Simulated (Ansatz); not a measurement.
LiH$_{4}$IO$_{2}$, a disordered cell

```
I Li O H
1.0
     5.93878    0.16127   -0.36394
    -1.05936    6.32327    0.53276
     0.78686   -0.21346    6.20563
I Li O H
2 2 4 8
Direct
  0.63069 0.84227 0.26579
  0.93506 0.25837 0.62957
  0.17797 0.48085 0.15580
  0.46590 0.49128 0.67884
  0.21178 0.93523 0.68821
  0.81614 0.59566 0.94200
  0.39266 0.18862 0.36667
  0.90780 0.70685 0.58991
  0.66183 0.85957 0.71003
  0.03868 0.96154 0.38516
  0.37294 0.78274 0.91808
  0.51577 0.09663 0.63470
  0.12511 0.64658 0.80217
  0.22156 0.74017 0.44767
  0.96518 0.12982 0.03936
  0.64016 0.04032 0.89998
```

Single point in Ansatz 0.2.0 with RPBE, no spin polarisation. Cutoff 420 eV, PAW datasets, 3×3×3 Γ-centred k mesh, fermi-dirac filling (width 0.0868 eV).

What does the stress say?

The pressure is -9.7 GPa (compression positive), so with the atoms held at these fractions the cell would first shrink; the forces are large, so a full relaxation may end otherwise. The principal stresses -11.8, -10.1, -7.3 GPa differ, so its shape would change too.

Describe some of the short contacts.

H–H at 1.70 Å: least valence density 0.24 e/Å³ and ELF 0.79 there. O–H at 1.96 Å: least valence density 0.22 e/Å³ and ELF 0.25 there. O–O at 2.29 Å: least valence density 0.23 e/Å³ and ELF 0.09 there. Both are smooth PAW fields, read partly inside the augmentation spheres.

Where is the largest force?

The largest is on O5: 1.72 eV/Å, components (1.64, -0.50, -0.19). It makes 79° with the line to a nearest neighbour, H13 at 1.96 Å.

What happens at the Fermi level?

It is a metal on this mesh, though the bands barely overlap, with about 11 states/eV a cell as the mean within 0.25 eV of the Fermi level, mostly O p (61 %), H s (20 %) and I p (16 %).

Origin: a disordered cell, so it need not be a known compound. Caveats: many states at the Fermi level without spin polarisation, so a magnetic state may lie lower; the k mesh is coarse if the cell is a metal; atoms or cell far from equilibrium; forces of this functional can be a tenth off on these datasets.
